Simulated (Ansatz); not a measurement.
## CaCu2Cl2: reading a single point

```
Cu Ca Cl
1.0
     2.04884    3.54870    0.00000
    -2.04884    3.54870    0.00000
     0.00000    0.00000    6.78406
Cu Ca Cl
2 1 2
Cartesian
  -0.0002 2.3659 2.5541
  0.0002 4.7315 4.2299
  0.0000 0.0000 0.0000
  -0.0002 2.3659 5.0629
  0.0002 4.7315 1.7211
```

Method: PBE, no spin polarisation; PAW, plane waves to 420 eV, 10×10×5 Γ-centred mesh, fermi-dirac occupations (width 0.0274 eV) (Ansatz 0.2.0), atoms fixed.

Problem. Which element gives electrons and which takes them?

Solution. Bader charges in e: Ca +1.41, Cu +0.16, Cl -0.87. In the mean Ca gives up most and Cl takes most.

Problem. What does the stress say?

Solution. The pressure is 4.9 GPa (compression positive), so with the atoms held at these fractions the cell would first expand; the forces are large, so a full relaxation may end otherwise. The principal stresses 4.0, 5.3, 5.3 GPa differ, so its shape would change too.

Problem. Is it stable against the elements?

Solution. -0.23 eV an atom against the elements' usual phases (free molecules for gases, crystals otherwise, with no correction for O₂ or N₂), so it is bound against them; other compounds may still compete. Relaxing would lower it.

Problem. Is there a gap?

Solution. It is a metal, with about 3.6 states/eV a cell as the mean within 0.25 eV of the Fermi level.

Origin: a known structure type with other elements, at an estimated volume, so it need not be a known compound. Caveats: many states at the Fermi level without spin polarisation, so a magnetic state may lie lower.
